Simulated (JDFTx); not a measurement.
- surface: WSi2(101), Si outermost, slab composition W3Si6
- bulk: WSi2, I4/mmm, lattice of mp-1620 (not re-optimised)
- slab: 9 atoms in 9 planes, 1x1, 7.7 Å between the outermost planes
- in-plane cell: 3.215 × 4.515 Å, 13.56 Å²
- cell height: 23.9 Å
- sampling: 8×8×1 k mesh, Fermi smearing 0.01 Ha, no spin polarisation

Whether this polymorph is the ambient one wasn't checked.

All numbers are PBE, GBRV ultrasoft potentials, plane waves to 20/100 Ha results from a modified build of JDFTx, not measurements. Liquid on both sides: CANDLE, water, 2 M NaCl; nuclei fixed. At negative charge CANDLE's numbers also depend on the cell height, by up to tenths of a volt.

Charging data:

```csv
U − U_pzc (V),σ (μC/cm²)
-0.90,-27.85
-0.50,-16.49
-0.15,-2.30
0.00,0.00
0.30,3.76
0.32,4.00
0.90,11.99
```

Worked example: a check of Lippmann's equation. The grand free energy per area against the neutral slab, Δγ = [F(N) − F(N₀) − μ(N − N₀)]/2A, is taken from the total energies of the same runs.

```json
[
 {"U − U_pzc (V)": "-0.90", "Δγ (mJ/m²)": "-119.5"},
 {"U − U_pzc (V)": "-0.50", "Δγ (mJ/m²)": "-30.1"},
 {"U − U_pzc (V)": "-0.15", "Δγ (mJ/m²)": "-1.6"},
 {"U − U_pzc (V)": "0.00", "Δγ (mJ/m²)": "0.0"},
 {"U − U_pzc (V)": "0.30", "Δγ (mJ/m²)": "-5.7"},
 {"U − U_pzc (V)": "0.32", "Δγ (mJ/m²)": "-6.4"},
 {"U − U_pzc (V)": "0.90", "Δγ (mJ/m²)": "-52.5"}
]
```

Δγ is largest at zero charge and falls away from it, as dγ/dU = −σ demands. At 0.90 V the computed -52.5 mJ/m² stands beside -54.1 mJ/m² from the constant-capacitance formula.
